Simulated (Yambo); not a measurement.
A G0W0@PBEsol run in Yambo for KCl (rock salt, space group Fm-3m, No. 225) under isotropic strain of -0.7 % on all lattice vectors (4×4×4 Γ-centred k mesh, 136 bands and a 10 Ry block in the screening, 136 bands in G with the Bruneval-Gonze terminator, plasmon pole fitted at 27.2 eV) gives these matrix elements, in eV, at the band edges (Γ → Γ):

```tsv
state	E0	<Vxc>	<Σx>	<Σc(E0)>	Z
valence edge	0.000	-14.076	-18.687	1.784	0.816
conduction edge	5.176	-7.366	-3.449	-3.021	0.876
```

Task: Solve the linearised quasiparticle equation for both states, give the gap, and say how exchange and correlation each act on it.

Result: E = E0 + Z(Σx + Σc − Vxc). Valence: 0.000 + 0.816 × (-18.687 + (1.784) − (-14.076)) = -2.31 eV. Conduction: 5.176 + 0.876 × (-3.449 + (-3.021) − (-7.366)) = 5.96 eV. The gap is 8.27 eV, against 5.18 eV in PBEsol. Replacing Vxc by bare exchange alone would open it by 8.53 eV; correlation takes back 4.80 eV of that, and Z scales what is left. Convergence of the G0W0 settings was not tested. 

Geometry strained from the cell relaxed with PBEsol, atoms relaxed again; primitive cell a = 4.3827 Å, b = 4.3827 Å, c = 4.3827 Å, α = 60.00°, β = 60.00°, γ = 60.00°.
